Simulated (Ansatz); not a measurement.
## Fe: relaxation of cell and atoms

Computed with DFT, PBE, all-electron LAPW, scalar-relativistic (Ansatz 0.2.0).

Command: `ansatz run input.yaml --threads 1 --pin off --max-ram 3072MiB --backend cpu --events-out ev --progress --plain --runs-dir out` The run took about 73 s on 1 thread of a shared machine.

```yaml
crystal:
  lattice:
    - [-1.443, 1.443, 1.443]
    - [1.443, -1.443, 1.443]
    - [1.443, 1.443, -1.443]
  atoms:
    - { symbol: Fe, position: [0.0, 0.0, 0.0], spin: 3.0 }
magnetization:
  spin_polarized: true
kpoints:
  mp_grid: { grid: [16, 16, 16] }
scf:
  occupations: { method: fermi_dirac, width: 0.05 }
hamiltonian:
  xc: pbe
  pseudopotentials: { kind: all_electron, lapw: { basis_error: 0.001 } }
output:
  forces: true
  stress: true
relax:
  f_tol: 0.005
  max_steps: 80
  cell: {}
```

The run is spin-polarised from parallel moments and ends with 2.16 μB in the cell; other orders may lie lower.

The geometry is COD entry 7204904, unchecked; take it as a test cell. It differs from other determinations.

Each frame lists the cell vectors (Å), then Cartesian positions (Å); symmetry keeps all forces zero. Free energies count from the first step, -34634.0877 eV.

The walk took 4 evaluations in all; steps that aren't listed are left out.

Step 1: E = 0.0 meV, P = -9.40 GPa

```
cell -1.4430 1.4430 1.4430 1.4430 -1.4430 1.4430 1.4430 1.4430 -1.4430
Fe    0.0000    0.0000    0.0000
```

Step 2: E = -17.0 meV, P = -3.78 GPa

```
cell -1.4263 1.4263 1.4263 1.4263 -1.4263 1.4263 1.4263 1.4263 -1.4263
Fe    0.0000    0.0000    0.0000
```

Problem. How does the relaxation end?

Solution. It converges, with a = 2.831 Å, b = 2.831 Å, c = 2.831 Å, α = 90.00°, β = 90.00°, γ = 90.00° (conventional cell, space group Im-3m). The last solve (on a basis chosen afresh for the final cell, so its energy is not quite comparable) gives E = -20.2 meV, P = -0.04 GPa:
```
cell -1.4155 1.4155 1.4155 1.4155 -1.4155 1.4155 1.4155 1.4155 -1.4155
Fe    0.0000    0.0000    0.0000
```
